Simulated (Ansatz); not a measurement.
GaP (zinc blende, F-43m), r²SCAN (plane waves, PAW; program Ansatz): ε∞ = 9.35, cell volume 40.51 Å³. Infrared-active transverse modes:

| ω_TO (cm⁻¹) | oscillator strength S_xx (e²/amu) |
|---|---|
| 359.8 | 0.2153 |

Question: Compute the static dielectric constant.

Answer: Each mode adds (4.921e7/V) S/ω²: 2.02. So ε0 = 11.4.

Question: What LO frequency does the Lyddane–Sachs–Teller relation give?

Answer: ω_LO = ω_TO √(ε0/ε∞) = 397 cm⁻¹.

The cell was relaxed with r²SCAN under the symmetry of its start; phonons on a q-mesh show no instability. Spin–orbit coupling is left out wherever it is not named.

Potentials: the earlier of the program's two PAW sets.
